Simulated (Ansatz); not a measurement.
BeTe (wurtzite, space group No. 186), r²SCAN (plane waves, PAW; program Ansatz). The conduction-band minimum lies at M, with 3 equivalent valleys. Second derivatives d²E/dk² of the lowest band at one valley (eV·Å²), along Cartesian directions:

```csv
direction,d²E/dk²
[100],53.89
[010],5.113
[001],6.227
[110],29.51
[101],30.07
[011],5.667
```

Find the principal effective masses, the density-of-states mass and the conductivity mass.

Off-diagonal terms follow from H_xy = H[110] − (H_xx + H_yy)/2, and m*/mₑ = 7.620 eV·Å² over each eigenvalue: 0.14, 1.2, 1.5. One valley's DOS mass (m₁m₂m₃)^(1/3) = 0.64, conductivity mass 3/(Σ 1/mᵢ) = 0.35 mₑ.

What effective density of states Nc follows at 300 K for parabolic valleys?

Nc = 2.509e19 × 3 × (0.64)^(3/2) ≈ 3.9e19 cm⁻³.

Space group P6_3mc (wurtzite). The first step of the workflow began from a Materials Project structure, measured or hypothetical; the Crystallography Open Database copy checked does not list it. COD files the formula under space group No. 216, so this cell is another polymorph or a model. Whether it is the stable phase at ambient conditions was not checked. The r²SCAN relaxation kept the symmetry of its start; whether a distortion lowers the energy is not shown. Spin–orbit coupling is left out wherever it is not named.

Potentials: the later of the program's two PAW sets.

Edges and masses are those of Kohn–Sham bands, whose gap is no quasiparticle gap.
